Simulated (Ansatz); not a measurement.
Moving the choice of potentials or basis in HfO2

The cell as given:

The structure is cubic, space group Fm-3m (No. 225). Conventional cell: a = 5.115 Å, b = 5.115 Å, c = 5.115 Å, α = 90.00°, β = 90.00°, γ = 90.00°. Around Hf (site symmetry m-3m) lie 8 O at 2.21 Å. O (site symmetry -43m) has 4 Hf at 2.21 Å as nearest neighbours.

Measurements of this composition are mostly on another form, of space group No. 14.

Kept alike: task relaxation of cell and atoms; functional PBEsol; k mesh 9 × 9 × 9; occupations fermi-dirac, width 0.05 eV; no spin polarisation. Program: Ansatz. Cutoffs run from 930 to 1796 eV. The mesh is that of the run's cell of 3 atoms. No spin-orbit coupling.

```csv
choice of potentials or basis,volume (Å³/atom)
Ansatz PAW (files of its older set among them) (made for PBE),10.696
JTH PAW (made for PBE),10.579
PseudoDojo standard (PBEsol files),10.558
PseudoDojo stringent (PBEsol files),10.663
```

The relaxations keep at least the cell's symmetry (Fm-3m). Relaxations stop with a little pressure left, so the last digits of a volume or edge aren't settled.

**Question.** What does the choice of potentials or basis change here?

**Answer.** The volume runs from 10.558 (PseudoDojo standard (PBEsol files)) to 10.696 Å³/atom (Ansatz PAW (files of its older set among them) (made for PBE)).
